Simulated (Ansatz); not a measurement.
**Data sheet: TaP (DFT)**

TaP:
```xyz
4
Lattice="-1.6456 1.6456 5.6033 1.6456 -1.6456 5.6033 1.6456 1.6456 -5.6033" Properties=species:S:1:pos:R:3 pbc="T T T"
Ta     0.0000     1.6456     5.5959
Ta     0.0000     0.0000     2.7942
P      1.6456     0.0000     4.6694
P      0.0000     0.0000     7.4711
```

Space group I4_1md (No. 109); conventional cell a = b = 3.2913 Å, c = 11.2067 Å, α = β = γ = 90.00°.

Method: plane-wave PAW LDA (Ansatz code). Structure relaxed to zero pressure with the same functional. Other levels are named where they apply.

Cell and energy:

```yaml
volume_per_atom: 15.17 Å³
density: 11.60 g/cm³
Formation energy from the elements (no fitted shifts): -1.05 eV/atom
```

Electronic structure:

```yaml
electronic_character: no gap, with almost no states at the Fermi level (zero-gap or semimetallic)
Density of states at the Fermi level: 0.02 states/eV per atom (mean over ±0.08 eV)
```

Mechanics:

```yaml
Bulk modulus (Birch–Murnaghan fit): 225 GPa
Pressure derivative B′: 4.1
```

Phonons:

```yaml
highest_zone_centre_frequency: 415 cm⁻¹
zone_centre_stability: no imaginary mode at Γ
```

The workflow started from a Materials Project entry (that database holds measured and hypothetical structures alike); the Crystallography Open Database copy checked does not list it. COD files the formula under space group No. 141. Its standing as an ambient phase is unchecked. The LDA relaxation kept the symmetry of its start. The run is not spin-polarised. A small band overlap can be real or an error of a semilocal functional. As this level gives no gap, phonon frequencies hold no LO–TO term and depend on the k-mesh and smearing (Fermi–Dirac, 0.1 eV here). The references are the lowest solids computed at this level, not always the standard phases. Scalar-relativistic: spin–orbit coupling is off unless named, which matters more the heavier the elements.

Potentials: the earlier of the program's two PAW sets. The files were generated under PBE; for other functionals the program regenerates the frozen cores, and for LDA and PBEsol the local potential too.
